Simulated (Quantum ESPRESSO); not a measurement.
```cif
data_Hg2SSe
_chemical_formula_sum 'S1 Se1 Hg2'
_space_group_name_H-M_alt 'P 1'
_space_group_IT_number 1
_cell_length_a 4.24564
_cell_length_b 4.24564
_cell_length_c 5.99764
_cell_angle_alpha 90.000
_cell_angle_beta 90.000
_cell_angle_gamma 90.000
loop_
_space_group_symop_operation_xyz
  'x, y, z'
loop_
_atom_site_label
_atom_site_type_symbol
_atom_site_fract_x
_atom_site_fract_y
_atom_site_fract_z
_atom_site_occupancy
S1 S 0.50000 0.50000 0.00000 1
Se1 Se 0.00000 0.00000 0.50000 1
Hg1 Hg 0.50000 0.00000 0.76234 1
Hg2 Hg 0.00000 0.50000 0.23766 1
```

Cell and atoms were relaxed with PBEsol from Materials Project entry mp-1223907, within its symmetry.

What does norm-conserving PBEsol (Quantum ESPRESSO, 86 Ry, with spin-orbit coupling) give for the electronic structure near the Fermi level?

Along the path the PBEsol gap is only about 0.02 eV, below what this setup resolves reliably; no G0W0 run was built on it. Semilocal functionals shrink small gaps, and the order of the bands at the edge may be inverted. 

The structure is a Materials Project entry; no match was found in the copy of COD used, and its stability was not checked.
